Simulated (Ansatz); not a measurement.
S vacancy in WS2

Computed with DFT LDA, scalar-relativistic, plane waves, PAW (Ansatz). Settings: 420 eV cutoff, 2×2×2 k-mesh, Gaussian smearing of 0.01 eV, collinear spin in charge -1 alone.

Host crystal, relaxed:

```xyz
6
Lattice="3.1268 0.0000 0.0000 -1.5634 2.7079 0.0000 0.0000 0.0000 12.1627" Properties=species:S:1:pos:R:3 pbc="T T T"
W     0.0000    1.8053    3.0407
W     1.5634    0.9026    9.1220
S     0.0000    1.8053    7.5600
S     1.5634    0.9026    1.4787
S     0.0000    1.8053   10.6840
S     1.5634    0.9026    4.6027
```

Supercell of 42 atoms, rows in host cell vectors: -2 -3 0; 3 1 0; 0 0 1. Atoms relax at the host's cell from a start displaced at random by 0.06 Å near the defect, so other minima may exist. The cell is small, so energies carry finite-size errors of tenths of an eV. The host's Kohn–Sham gap is 0.83 eV.

Spin-orbit coupling is left out, which matters for the bands and energies of heavy elements. Starting moments were lost in some runs.

Defect: S vacancy at (0.333, 0.667, 0.622) of the host cell, charge -1.

**Question.** Give the relaxed supercell.

**Answer.**
```
W S
1.0
    -1.56339   -8.12363    0.00000
     7.81696    2.70788    0.00000
     0.00000    0.00000   12.16270
W S
14 27
Direct
  0.47587 0.09548 0.24932
  0.61849 0.52393 0.24989
  0.19029 0.23853 0.24991
  0.76135 0.95264 0.24991
  0.33281 0.66683 0.24987
  0.90441 0.38123 0.24997
  0.04747 0.80987 0.24985
  0.65378 0.32642 0.75059
  0.81035 0.76261 0.74698
  0.38187 0.47647 0.74948
  0.95042 0.18956 0.74840
  0.51924 0.90480 0.75389
  0.09804 0.62155 0.74922
  0.25233 0.05549 0.74985
  0.61476 0.51632 0.61976
  0.19577 0.23863 0.62095
  0.75268 0.95392 0.62159
  0.33560 0.67265 0.62096
  0.89594 0.37744 0.62249
  0.05885 0.81771 0.62097
  0.66658 0.33391 0.12114
  0.80926 0.76215 0.12138
  0.38056 0.47652 0.12118
  0.95211 0.19082 0.12133
  0.52347 0.90469 0.12111
  0.09460 0.61908 0.12120
  0.23748 0.04785 0.12109
  0.47726 0.09469 0.88227
  0.62355 0.52600 0.87661
  0.18945 0.23496 0.87663
  0.76147 0.95040 0.87651
  0.33302 0.66507 0.87942
  0.90157 0.38155 0.87600
  0.04980 0.81384 0.87521
  0.66598 0.33318 0.37826
  0.80920 0.76218 0.37851
  0.38062 0.47650 0.37860
  0.95191 0.19065 0.37862
  0.52317 0.90510 0.37830
  0.09498 0.61947 0.37852
  0.23825 0.04806 0.37819
```
Around the defect: 1 W at 2.32 Å, 1 W at 2.34 Å, 1 W at 2.40 Å. The run ended with a moment of 0.00 μB, which may not be the ground spin state.

Cost: 3 runs of about 100 core-minutes in all, on AMD EPYC (Zen 3) (shared hosts).